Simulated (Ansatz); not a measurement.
# TiSb2: do energies and stresses tell the same story?

Method: DFT PBEsol, scalar-relativistic, plane waves, PAW in Ansatz 0.2.0.

Settings: cutoff 420 eV, Γ-centred mesh 8×8×8 on the computed 6-atom cell, Gaussian smearing of 0.10 eV; no spin polarisation.

Relaxed cell: I4/mcm, a = 6.635 Å, b = 6.635 Å, c = 5.714 Å, α = 90.00°, β = 90.00°, γ = 90.00°, 6 atoms in the primitive cell.

Energies at zero smearing and pressures from the stress tensor, at volumes with shape and atoms relaxed:
```csv
V (Å³/atom),E − E(first) (meV/atom),P (GPa)
19.705,0.00,7.04
20.334,-19.92,3.22
20.963,-26.06,-0.01
21.592,-20.53,-2.74
22.221,-5.11,-5.05
```

Q: Check P = −dE/dV between neighbouring volumes, and get the bulk modulus from the pressures alone.

A: With 1 eV/Å³ = 160.2 GPa:
```
middle V (Å³/atom)  −ΔE/ΔV (GPa) mean P (GPa)
            20.020         5.074         5.131
            20.648         1.565         1.607
            21.277        -1.409        -1.372
            21.906        -3.928        -3.894
```

The two differ by 0.06 GPa at most. The mean of two end pressures misses the average over a step by about ΔV² P″/12, up to 0.05 GPa here; with that taken off 0.00 GPa remains. Around V = 20.963 Å³/atom, the two neighbours give B = −V ΔP/ΔV = 20.963 × 5.96 / 1.258 = 99.3 GPa, against B0 = 98.9 GPa from the Birch–Murnaghan fit of the energies.